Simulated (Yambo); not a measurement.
Yambo run on NaBa$_{2}$ReO$_{6}$ (space group Fm-3m, No. 225). The wavefunctions come from this Quantum ESPRESSO step (PBEsol, PseudoDojo standard norm-conserving files, scalar-relativistic):

```
&CONTROL
  calculation = 'nscf'
  pseudo_dir = './pseudo'
  outdir = './out'
/
&SYSTEM
  ibrav = 0
  nat = 10
  ntyp = 4
  ecutwfc = 88.0
  ecutrho = 352.0
  occupations = 'fixed'
  force_symmorphic = .true.
  nbnd = 230
/
&ELECTRONS
  conv_thr = 1e-08
  diago_full_acc = .true.
  diago_thr_init = 1e-08
/
ATOMIC_SPECIES
O 15.9990 O.upf
Na 22.9898 Na.upf
Ba 137.3270 Ba.upf
Re 186.2070 Re.upf
CELL_PARAMETERS angstrom
  0.000000000000   4.210655000000   4.210655000000
  4.210655000000   0.000000000000   4.210655000000
  4.210655000000   4.210655000000   0.000000000000
ATOMIC_POSITIONS crystal
O   0.726060000000   0.726060000000   0.273940000000
O   0.273940000000   0.273940000000   0.726060000000
O   0.273940000000   0.726060000000   0.726060000000
O   0.726060000000   0.273940000000   0.273940000000
O   0.726060000000   0.273940000000   0.726060000000
O   0.273940000000   0.726060000000   0.273940000000
Na   0.000000000000   0.000000000000   0.000000000000
Ba   0.750000000000   0.750000000000   0.750000000000
Ba   0.250000000000   0.250000000000   0.250000000000
Re   0.500000000000   0.500000000000   0.500000000000
K_POINTS automatic
2 2 2 0 0 0
```

Yambo input:

```
rim_cut
gw0
dyson
el_el_corr
HF_and_locXC
ppa
em1d
RandQpts= 1000000
RandGvec= 1 Ry
EXXRLvcs= 88 Ry
VXCRLvcs= 352 Ry
Chimod= "HARTREE"
% BndsRnXp
 6 | 229 |
%
NGsBlkXp= 7 Ry
% LongDrXp
 1.0 | 1.0 | 1.0 |
%
PPAPntXp= 27.2114 eV
% GbndRnge
 1 | 229 |
%
GTermKind= "BG"
DysSolver= "n"
ExtendOut
% QPkrange
 1 | 1 | 40 | 41 |
 2 | 2 | 40 | 41 |
 3 | 3 | 40 | 41 |
%
```

k points by index: 1 = Γ, 2 = L, 3 = X.

Resulting energies as the program prints them:

```
#    K-point    Band    Eo [eV]    E [eV]    E-Eo [eV]    Vxc [eV]    Vnlxc [eV]    Sc|Eo [eV]    Sc|E [eV]    dSc/dw|Eo [eV]    Re(Z)    Im(Z)
#
    1    40    0.000000    -0.417315    -0.417315    -19.54248    -24.54026    4.451203    4.580462    -8.425086    0.763578    -0.001762
    1    41    2.441475    3.797754    1.356280    -18.24640    -13.72805    -2.795236    -3.162072    -7.356534    0.787148    -0.005496
    2    40    -0.249339    -0.704184    -0.454845    -19.12959    -24.19061    4.465212    4.606171    -8.429524    0.763483    -0.001917
    2    41    2.388081    3.779142    1.391061    -18.16968    -13.38488    -3.021774    -3.393737    -7.271529    0.789070    -0.006687
    3    40    -0.043999    -0.472071    -0.428072    -19.41689    -24.39049    4.413499    4.545524    -8.389102    0.764350    -0.001818
    3    41    1.900366    3.205722    1.305356    -16.88420    -12.08647    -3.167638    -3.492374    -6.764934    0.800839    -0.006564
```
(The two width columns are left out.) Convergence of these settings isn't established.

Spin-orbit coupling is not included.

Geometry of the Materials Project entry, not relaxed at this level.
